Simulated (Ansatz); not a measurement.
InAs:
```xyz
2
Lattice="3.5738 0.0000 0.0000 0.0000 3.5738 0.0000 0.0000 0.0000 3.5738" Properties=species:S:1:pos:R:3 pbc="T T T"
In     0.0000     0.0000     0.0000
As     1.7869     1.7869     1.7869
```

Relaxed with PBE. Special points in fractions of this cell's reciprocal vectors: Γ (0.000, 0.000, 0.000); X (0.000, 0.500, 0.000); M (0.500, 0.500, 0.000); R (0.500, 0.500, 0.500).

Q: List the band energies nearest the Fermi level at these points for PBE with spin–orbit coupling in the plane-wave PAW code Ansatz.

A: In eV from the Fermi level; about four levels below and three above (degenerate sets whole), none deeper than 8.9 eV; … stands for higher levels left out; points with the same levels are listed once.

| k | below | above |
|---|---|---|
| Γ | -0.70 -0.70 -0.70 -0.70 | 4.83 4.83 4.83 4.83 |
| X | -7.31 -7.31 | 0.69 0.69 0.95 0.95 |
| M | -4.65 -4.65 -4.65 -4.65 -3.90 -3.90 | 1.29 1.29 6.13 6.13 |
| R | -0.04 -0.04 -0.04 -0.04 | 16.70 16.70 … |

Space group Pm-3m (CsCl type). A made-up cell: these elements were put on the sites of a structure type; neither database checked (COD, Materials Project) lists it. It is not the phase usual at ambient conditions (space group No. 216). The cell was relaxed with PBE under the symmetry of its start; of distortions, only those at the zone centre were tested.

Potentials: the later of the program's two PAW sets.
